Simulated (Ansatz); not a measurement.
Cd (hcp, Mg type), conventional cell a = b = 3.016 Å, c = 5.819 Å, α = β = 90.00°, γ = 120.00°. The calculation uses the primitive cell of 2 atoms, to which meshes and values per cell refer.

Equation-of-state scan: isotropic scaling of the cell above, V₀ being its volume. Symmetry pins the atoms to their sites.

All values below come from PBE (plane waves to 420 eV, PAW, scalar-relativistic; Ansatz, a first-principles code). k mesh 18×18×8 (Γ-centred), Fermi-Dirac smearing 0.05 eV. E stands for the smeared free energy. Cd was relaxed with its symmetry unable to fall. The relaxed volume of Cd is well above the measured one; the method has no dispersion term. ΔE is measured from the relaxed starting cell.

Problem. What ΔE (eV/atom) does the calculation give at V/V₀ = 0.940, 0.960, 0.980, 1.030, 1.050?

Solution. 
| V/V₀ | ΔE (eV/atom) |
|---|---|
| 0.940 | 0.013 |
| 0.960 | 0.006 |
| 0.980 | 0.001 |
| 1.030 | 0.003 |
| 1.050 | 0.007 |

(Under strain, the slope of the energy per volume gives the stress and its curvature an elastic modulus.)
